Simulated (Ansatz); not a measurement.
Starting structure of a cell relaxation (symmetry kept):

```cif
data_structure
_symmetry_space_group_name_H-M 'P 1'
_symmetry_Int_Tables_number 1
_cell_length_a 3.0969
_cell_length_b 3.0969
_cell_length_c 3.0969
_cell_angle_alpha 60.000
_cell_angle_beta 60.000
_cell_angle_gamma 60.000
_cell_volume 21.00
loop_
_atom_site_label
_atom_site_type_symbol
_atom_site_fract_x
_atom_site_fract_y
_atom_site_fract_z
_atom_site_occupancy
Si1 Si 0.00000 0.00000 0.00000 1
C1 C 0.25000 0.25000 0.25000 1
```

Method: DFT PBE+D3(BJ), scalar-relativistic, plane waves, PAW (Ansatz).

Cutoff 420 eV; k points 10×10×10 on the computed 2-atom cell (Γ-centred); Gaussian smearing, width 0.02 eV; no spin polarisation.

What does it relax to?

The volume decreases by 0.22 Å³/atom to 10.28 Å³/atom, and the energy falls by 3.1 meV/atom. Final structure:
```
Si C
1.0
     0.00000    2.17436    2.17436
     2.17436    0.00000    2.17436
     2.17436    2.17436    0.00000
Si C
1 1
Direct
  0.00000 0.00000 0.00000
  0.25000 0.25000 0.25000
```

Course of the relaxation (steps run on the plane waves of an earlier cell, and the basis is chosen afresh near the end, so energy and pressure can step there; trial steps that raised the energy were taken back; energies are free energies):

```tsv
step	E − E_final (meV/atom)	P (GPa)	V (Å³/atom)
1	3.1	-4.53	10.50
2	0.5	-2.15	10.38
3	-0.4	0.07	10.28
4	-0.4	0.00	10.28
5	0.0	-0.06	10.28
6	0.0	0.00	10.28
7	0.0	0.00	10.28
```

Cost: 1 run of about 0.12 core-minutes, on Arm Neoverse V2 (shared hosts).